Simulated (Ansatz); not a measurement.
AlAs (zinc blende, F-43m), a = 5.675 Å, b = 5.675 Å, c = 5.675 Å, α = 90.00°, β = 90.00°, γ = 90.00°; the cell used has 2 atoms.

Relaxed with PBEsol.

Q: Which orbitals make up the states near the band edges in the program Ansatz at the PBEsol level (PAW)?

A: Top 1 eV of the valence band: As 4p 79 %, Al 3p 19 %. Bottom 1 eV of the conduction band: Al 3p 55 %, As 4s 16 %, Al 3s 9 %, As 4p 8 %, outside the projected shells 12 %. Projections are on Löwdin-orthogonalised atomic valence shells; empty p or d shells of many metals are not among them.

Q: Tabulate the density of states.

A: States/eV per cell of 2 atoms, in 0.25 eV bins, energy from the valence-band maximum.

```csv
E (eV),total,As 4p,Al 3p,Al 3s
-7.85,0.00,0.00,0.00,0.00
-7.60,0.00,0.00,0.00,0.00
-7.35,0.00,0.00,0.00,0.00
-7.10,0.00,0.00,0.00,0.00
-6.85,0.00,0.00,0.00,0.00
-6.60,0.00,0.00,0.00,0.00
-6.35,0.00,0.00,0.00,0.00
-6.10,0.00,0.00,0.00,0.00
-5.85,0.00,0.00,0.00,0.00
-5.60,0.03,0.02,0.01,0.01
-5.35,0.77,0.42,0.10,0.23
-5.10,2.92,1.59,0.22,1.04
-4.85,1.18,0.64,0.11,0.36
-4.60,0.70,0.38,0.07,0.19
-4.35,0.49,0.27,0.05,0.12
-4.10,0.39,0.22,0.04,0.09
-3.85,0.30,0.17,0.03,0.06
-3.60,0.25,0.14,0.02,0.05
-3.35,0.89,0.54,0.27,0.06
-3.10,1.22,0.74,0.37,0.07
-2.85,1.10,0.67,0.32,0.07
-2.60,1.14,0.70,0.34,0.07
-2.35,1.37,0.86,0.42,0.07
-2.10,1.76,1.13,0.53,0.06
-1.85,1.72,1.14,0.50,0.05
-1.60,1.65,1.13,0.45,0.04
-1.35,1.61,1.14,0.41,0.03
-1.10,1.59,1.17,0.37,0.02
-0.85,1.40,1.07,0.29,0.01
-0.60,0.82,0.65,0.15,0.01
-0.35,0.53,0.44,0.08,0.00
-0.10,0.18,0.15,0.02,0.00
0.15,0.00,0.00,0.00,0.00
0.40,0.00,0.00,0.00,0.00
0.65,0.00,0.00,0.00,0.00
0.90,0.00,0.00,0.00,0.00
1.15,0.00,0.00,0.00,0.00
1.40,0.02,0.00,0.01,0.00
1.65,0.14,0.01,0.08,0.00
1.90,0.25,0.02,0.14,0.02
2.15,0.40,0.04,0.21,0.05
2.40,0.71,0.09,0.30,0.13
2.65,1.11,0.17,0.42,0.25
2.90,1.65,0.27,0.61,0.38
3.15,1.95,0.35,0.71,0.44
3.40,1.47,0.31,0.50,0.32
3.65,1.13,0.28,0.34,0.22
3.90,0.71,0.17,0.19,0.15
4.15,0.78,0.16,0.28,0.15
4.40,2.03,0.35,1.00,0.19
4.65,2.00,0.35,0.99,0.18
4.90,1.39,0.25,0.70,0.11
5.15,1.30,0.24,0.66,0.09
5.40,1.58,0.29,0.77,0.08
5.65,1.59,0.30,0.67,0.11
5.90,1.28,0.25,0.54,0.10
6.15,1.29,0.26,0.53,0.11
```

The cell was relaxed with PBEsol under the symmetry of its start. Scalar-relativistic: spin–orbit coupling is off unless named, which matters more the heavier the elements.

Potentials: the earlier of the program's two PAW sets. The files were generated under PBE; for other functionals the program regenerates the frozen cores, and for LDA and PBEsol the local potential too.
